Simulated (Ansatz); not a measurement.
ZrTa:
```xyz
4
Lattice="1.4765 -5.7190 0.0000 1.4765 5.7190 0.0000 0.0000 0.0000 4.8932" Properties=species:S:1:pos:R:3 pbc="T T T"
Zr     1.4765    -2.0433     1.2233
Ta     1.4765    -4.9784     1.2233
Zr     1.4765     2.0433     3.6699
Ta     1.4765     4.9784     3.6699
```

Relaxed with r²SCAN. Special points in fractions of this cell's reciprocal vectors: Γ (0.000, 0.000, 0.000); Y (-0.500, 0.500, 0.000); C0 (-0.267, 0.733, 0.000); Σ0 (0.267, 0.267, 0.000); Z (0.000, 0.000, 0.500); A0 (0.267, 0.267, 0.500); E0 (-0.267, 0.733, 0.500); T (-0.500, 0.500, 0.500); S (0.000, 0.500, 0.000); R (0.000, 0.500, 0.500).

**Question.** List the band energies nearest the Fermi level at these points for the program Ansatz at the r²SCAN level (PAW).

**Answer.** In eV from the Fermi level; about four levels below and three above (degenerate sets whole), none deeper than 8.9 eV; points with the same levels are listed once.

| k | below | above |
|---|---|---|
| Γ | -2.00 -1.53 -1.37 -0.99 | 0.24 0.48 1.17 |
| Y | -1.08 -0.42 -0.12 -0.08 | 0.35 0.47 1.41 |
| C0 | -2.28 -1.85 -1.79 -1.64 | 0.36 0.39 0.80 |
| Z | -1.41 -1.41 -0.58 -0.58 | 0.07 0.07 1.05 1.05 |
| A0 | -2.06 -2.06 -0.66 -0.66 | 0.12 0.12 0.98 0.98 |
| T | -1.23 -1.23 -0.35 -0.35 | 0.48 0.48 1.47 1.47 |
| S | -2.41 -2.17 -2.00 -1.13 | 0.38 0.72 0.83 |
| R | -1.87 -1.87 -0.77 -0.77 | 0.05 0.05 1.11 1.11 |

Space group Cmcm. The start of the workflow was typed in or built on a structure type; neither database checked (COD, Materials Project) lists it. Its standing as an ambient phase is unchecked. Symmetry was held in the r²SCAN relaxation; its stability against distortions is not shown here. The run is not spin-polarised. Its formation energy is positive at this level, so the cell may be metastable or incomplete. Scalar-relativistic: spin–orbit coupling is off unless named, which matters more the heavier the elements.

Potentials: the earlier of the program's two PAW sets.
